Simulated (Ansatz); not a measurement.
# Stability checks on a candidate for TlPb2

It was reached by relaxing an invented guess, and it needn't be the stable form of this composition.

Level of theory: DFT PBE, scalar-relativistic, plane waves, PAW in Ansatz 0.2.0. Cutoff 420 eV, Γ-centred 12×12×14 mesh (3-atom cell), Gaussian smearing of 0.10 eV, no spin polarisation.

```
Tl Pb
1.0
     5.71208    0.00000    0.00000
    -2.85604    4.94681    0.00000
     0.00000    0.00000    3.40519
Tl Pb
1 2
Direct
  0.00000 0.00000 0.00000
  0.33333 0.66667 0.50000
  0.66667 0.33333 0.50000
```

The zero of energy is the elements' standard structures at the same level; no fitted shifts are applied.

Problem. These tests were run: energy against the elements; phonons on a 2×2×2 q mesh. What do they show?

Solution.

```json
{"test": "energy against the elements", "result": "+0.03 eV/atom"}
{"test": "phonons on a 2×2×2 q mesh", "result": "imaginary modes down to 20i cm⁻¹"}
```

It fails none of these tests outright. Whether a mixture of other phases lies lower isn't tested here. Undecided within the accuracy: energy against the elements and phonons on a 2×2×2 q mesh.

The k mesh leaves some 4 meV/atom of noise in the energy of each metallic cell. Spin–orbit coupling, which can matter for Pb and Tl, is left out. The run for the phonons used a 12×12×14 k mesh and Fermi–Dirac smearing of 0.15 eV.
